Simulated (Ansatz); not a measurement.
Given:

InP (zinc blende)

```
CELL_PARAMETERS angstrom
      0.00000     2.97977     2.97977
      2.97977     0.00000     2.97977
      2.97977     2.97977     0.00000
ATOMIC_POSITIONS crystal
  P  0.75000 0.75000 0.75000
  In 0.00000 0.00000 0.00000
```

In this cell atom 1 (P, nearest neighbour In at 2.581 Å; its periodic images, 4.2 Å or more away, move with it) is moved by s along Cartesian z, unit vector (0.000, 0.000, 1.000); all other atoms and the cell stay fixed.

These are PBE (plane waves to 420 eV, PAW, scalar-relativistic; Ansatz, a program for electronic structure) values and carry that method's errors. k mesh 8×8×8 (Γ-centred), Fermi-Dirac smearing 0.05 eV. E stands for the smeared free energy. As the smearing reaches across the gap at some points, energies and forces of such displacements shift with the k mesh and the smearing. InP was relaxed with its symmetry unable to fall. The zero of ΔE is the undisplaced structure.

The scan covers s from -0.770 to 0.770 Å in 11 points.

Problem. Is the energy the same for equal positive and negative displacements?

Solution. Even: the same for both signs. With its periodic images moving along, the atom's site symmetry in this cell is -43m.

Problem. What is the energy change at s = 0.770 Å?

Solution. 1728 meV/cell.

Problem. What force acts on the atom along the line at s = -0.770 Å?

Solution. 3.55 eV/Å.

Problem. What is the force constant k = d²E/ds² of this move at s = 0?

Solution. 7.24 eV/Å².

Problem. With two atoms in the cell this is the zone-centre optical mode. What wavenumber follows?

Solution. 284 cm⁻¹.

(For displaced atoms, the force is minus the slope of the energy, and its curvature is a force constant, which sets phonon frequencies.)
